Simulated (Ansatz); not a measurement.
ZnSe (zinc blende): energy over volume and axial ratio

ZnSe (zinc blende)

```
ZnSe
1.0
    0.00000     2.86650     2.86650
    2.86650     0.00000     2.86650
    2.86650     2.86650     0.00000
Se Zn
1 1
Direct
  0.75000   0.75000   0.75000
  0.00000   0.00000   0.00000
```

The relaxed cell is deformed in two ways at once: its volume V is scaled, and at that volume it is stretched along z (the c axis of the conventional cell) so that c/a changes. Fractional atomic positions are held.

Method: PBE (plane waves to 420 eV, PAW, scalar-relativistic; Ansatz, a first-principles code). k mesh 10×10×10 (Γ-centred), Fermi-Dirac smearing 0.05 eV. E stands for the smeared free energy. Stress and pressure are positive under compression. ZnSe was relaxed with its symmetry unable to fall. The zero of ΔE is the relaxed starting cell.

ΔE (kJ/mol of atoms), with V/V₀ across and (c/a)/(c/a)₀ down:

```tsv
(c/a)/(c/a)₀ \ V/V₀	0.960	0.973	0.987	1.000	1.013	1.027	1.040
0.960	0.93	0.55	0.33	0.26	0.34	0.54	0.88
0.973	0.80	0.41	0.19	0.12	0.19	0.39	0.72
0.987	0.72	0.33	0.10	0.03	0.10	0.30	0.63
1.000	0.69	0.30	0.07	0.00	0.07	0.27	0.60
1.013	0.72	0.33	0.10	0.03	0.10	0.30	0.63
1.027	0.80	0.41	0.19	0.12	0.19	0.40	0.72
1.040	0.94	0.55	0.33	0.26	0.34	0.55	0.88
```

σzz (GPa), with V/V₀ across and (c/a)/(c/a)₀ down:

```csv
(c/a)/(c/a)₀ \ V/V₀,0.960,0.973,0.987,1.000,1.013,1.027,1.040
0.960,3.34,2.44,1.61,0.84,0.12,-0.55,-1.17
0.973,3.09,2.19,1.35,0.58,-0.15,-0.82,-1.44
0.987,2.82,1.92,1.07,0.29,-0.43,-1.11,-1.73
1.000,2.53,1.62,0.78,-0.01,-0.73,-1.41,-2.04
1.013,2.22,1.31,0.46,-0.32,-1.05,-1.73,-2.36
1.027,1.89,0.98,0.13,-0.65,-1.38,-2.06,-2.69
1.040,1.55,0.63,-0.21,-1.00,-1.73,-2.41,-3.04
```

Derived quantities:

| Quantity | Result |
|---|---|
| Shear modulus C′ = (C11 − C12)/2 (fit, atoms clamped) | 17.3 GPa |
| Lowest place on the grid | V/V₀ = 1.000, (c/a)/(c/a)₀ = 1.000 (0.0 meV/atom) |
| Highest place on the grid | V/V₀ = 0.960, (c/a)/(c/a)₀ = 1.040 (9.7 meV/atom) |

(A scan under strain: stresses follow from slopes of the energy per volume, elastic moduli from its curvatures.)
